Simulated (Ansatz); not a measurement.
Tl:
```
Tl
1.0
    3.18748     0.00000     0.00000
    0.00000     3.18748     0.00000
    0.00000     0.00000     3.18748
Tl
1
Direct
  0.00000   0.00000   0.00000
```

Relaxed with r²SCAN. Special points in fractions of this cell's reciprocal vectors: Γ (0.000, 0.000, 0.000); X (0.000, 0.500, 0.000); M (0.500, 0.500, 0.000); R (0.500, 0.500, 0.500).

List the band energies nearest the Fermi level at these points for r²SCAN with spin–orbit coupling (plane waves, PAW; program Ansatz).

In eV from the Fermi level; about four levels below and three above (degenerate sets whole), none deeper than 8.9 eV; points with the same levels are listed once.

| k | below | above |
|---|---|---|
| Γ | – | 5.57 5.57 7.67 7.67 7.67 7.67 |
| X | -6.51 -6.51 -2.98 -2.98 | 8.77 8.77 10.72 10.72 |
| M | -3.60 -3.60 -1.04 -1.04 | 0.09 0.09 5.12 5.12 |
| R | -0.54 -0.54 | 0.65 0.65 2.70 2.70 2.70 2.70 |

Space group Pm-3m (simple cubic). A made-up cell: these elements were put on the sites of a structure type; neither database checked (COD, Materials Project) lists it. It is not the phase usual at ambient conditions (space group No. 194). Symmetry was held in the r²SCAN relaxation. At this level the phase is mechanically unstable.

Potentials: the later of the program's two PAW sets.
